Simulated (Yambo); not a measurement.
G0W0@PBEsol for Na₃MoO₃F₃ (space group R3, No. 146) in Yambo. Reference settings: 2×2×2 Γ-centred k mesh, bands 5 to 203 and a 7 Ry block in the screening, 203 bands in G with the Bruneval-Gonze terminator, plasmon pole fitted at 27.2 eV. The PBEsol gap L → Z on this mesh is 4.09 eV; G0W0 gaps are taken between the same points.

| change from the reference | G0W0 gap L → Z (eV) | shift of the valence edge (eV) |
|---|---|---|
| reference settings | 7.23 | -1.22 |
| 88 bands in G, no terminator | 7.47 | -0.62 |
| 2 Ry block | [?] | -1.33 |
| 88 bands in W, 88 bands in G | 7.41 | -1.08 |
| 88 bands in G | 7.27 | -1.20 |
| pole fitted at 15 eV | 7.14 | -1.12 |
| 6 Ry block | 7.24 | -1.19 |
| no random integration | 7.10 | -0.92 |

Q: Estimate the withheld gaps from the other rows; the computed values follow.

A: 
- 2 Ry block, G0W0 gap L → Z (eV): 7.50

The reference isn't shown to be the converged limit.

Spin-orbit coupling is not included.

Geometry of the Materials Project entry, not relaxed at this level; primitive cell a = 5.806 Å, b = 5.806 Å, c = 5.806 Å, α = 57.29°, β = 57.29°, γ = 57.29°.

A shift is the quasiparticle energy of the state minus its PBEsol energy.
